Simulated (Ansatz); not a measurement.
## ⁷⁵As NMR of the central transition in Cs2As2OF10

Cell: a computed structure from the Materials Project (it need not be an observed phase).

Space group P2_1/m (No. 11); a = 5.7052, b = 10.9270, c = 9.3913 Å, β = 105.29°.

```csv
site,Wyckoff,site symmetry,x,y,z
Cs,4f,1,0.8241,0.9843,0.2473
As5,2e,m,0.4944,0.2500,0.4774
As6,2e,m,0.2749,0.2500,0.1136
O,2e,m,0.5073,0.2500,0.2864
F11,4f,1,0.2683,0.1332,0.4514
F12,4f,1,0.7328,0.9151,0.8936
F13,4f,1,0.7271,0.3643,0.5166
F15,2e,m,0.0213,0.2500,0.1897
F16,2e,m,0.4881,0.7500,0.9768
F19,2e,m,0.9353,0.7500,0.0663
F22,2e,m,0.5011,0.2500,0.6691
```

One atom of each set is listed.

Computed with Ansatz: DFT, PBE, plane waves and PAW, scalar-relativistic, 420 eV cutoff, Γ-centred 4×2×3 k-points, Fermi–Dirac smearing 0.02 eV.

⁷⁵As has I = 3/2 and Q = 311.0 mb (Pyykkö 2018); at 14.1 T its Larmor frequency is ν₀ = 103.1 MHz. Only the quadrupole interaction is simulated: positions count from each site's isotropic chemical shift, and shift anisotropy, dipolar and J coupling are left out.

The As sites: As5 (2 atoms; 5 F at 1.79 Å, 1 O at 1.81 Å); As6 (2 atoms; 5 F at 1.77–1.81 Å, 1 O at 1.80 Å).

Fitted components of the simulated spectrum:

```tsv
component	|C_Q| (MHz)	η
A	25.4	0.10
B	29.2	0.92
```

Task: Which site most likely gives which component?

Result: By the calculation, A is As5, B is As6. At As5 V_zz points along its one bond to O (within 9°). Like point charges on the first shell alone (each adding as 1/d³) would give the same order.

The run took 1.8 min of wall time (1.8 min of CPU time) and 1.4 GiB at its peak, on 1 thread of Arm Neoverse V2 (aarch64; 8 cores open to the job, memory cap 3.0 GiB, no GPU), a shared host with a load of 0.6 a core.
